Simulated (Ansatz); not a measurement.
TaTe:
```cif
data_TaTe
_chemical_formula_sum 'Ta1 Te1'
_space_group_name_H-M_alt 'P 1'
_space_group_IT_number 1
_cell_length_a 4.02941
_cell_length_b 4.02941
_cell_length_c 4.02941
_cell_angle_alpha 60.000
_cell_angle_beta 60.000
_cell_angle_gamma 60.000
loop_
_space_group_symop_operation_xyz
  'x, y, z'
loop_
_atom_site_label
_atom_site_type_symbol
_atom_site_fract_x
_atom_site_fract_y
_atom_site_fract_z
_atom_site_occupancy
Ta1 Ta 0.00000 0.00000 0.00000 1
Te1 Te 0.50000 0.50000 0.50000 1
```

Relaxed with the program Ansatz at the PBE level (PAW). Indices refer to the conventional cell of Fm-3m, a = 5.6984 Å, b = 5.6984 Å, c = 5.6984 Å, α = 90.00°, β = 90.00°, γ = 90.00°.

### Question
Simulate the powder diffraction pattern (Mo Kα, λ = 0.71073 Å; lines above 1 %) up to 2θ = 45°.

### Answer
Simulated powder pattern, Mo Kα, λ = 0.71073 Å (kinematic, ideal powder, no thermal factors, no anomalous dispersion; the 30 strongest lines at most, above 1 %, up to 2θ = 45°):

```json
[
 {"2θ (°)": "12.40", "d (Å)": "3.290", "I/Imax (%)": "6.5", "hkl": "(111)"},
 {"2θ (°)": "14.33", "d (Å)": "2.849", "I/Imax (%)": "100", "hkl": "(200)"},
 {"2θ (°)": "20.32", "d (Å)": "2.015", "I/Imax (%)": "81", "hkl": "(220)"},
 {"2θ (°)": "23.87", "d (Å)": "1.718", "I/Imax (%)": "4.4", "hkl": "(311)"},
 {"2θ (°)": "24.95", "d (Å)": "1.645", "I/Imax (%)": "31", "hkl": "(222)"},
 {"2θ (°)": "28.89", "d (Å)": "1.425", "I/Imax (%)": "15", "hkl": "(400)"},
 {"2θ (°)": "31.55", "d (Å)": "1.307", "I/Imax (%)": "2.0", "hkl": "(331)"},
 {"2θ (°)": "32.39", "d (Å)": "1.274", "I/Imax (%)": "42", "hkl": "(420)"},
 {"2θ (°)": "35.58", "d (Å)": "1.163", "I/Imax (%)": "31", "hkl": "(422)"},
 {"2θ (°)": "37.82", "d (Å)": "1.097", "I/Imax (%)": "1.6", "hkl": "(511)+(333)"},
 {"2θ (°)": "41.31", "d (Å)": "1.007", "I/Imax (%)": "9.4", "hkl": "(440)"},
 {"2θ (°)": "43.30", "d (Å)": "0.963", "I/Imax (%)": "1.6", "hkl": "(531)"},
 {"2θ (°)": "43.95", "d (Å)": "0.950", "I/Imax (%)": "19", "hkl": "(442)+(600)"}
]
```

The start of the workflow was typed in or built on a structure type; neither database checked (COD, Materials Project) lists it. Its standing as an ambient phase is unchecked. The cell was relaxed with PBE under the symmetry of its start; whether a distortion lowers the energy is not shown. No spin polarisation was allowed. Its formation energy is positive at this level, so the cell may be metastable or incomplete. Spin–orbit coupling is left out wherever it is not named.

Potentials: the later of the program's two PAW sets.
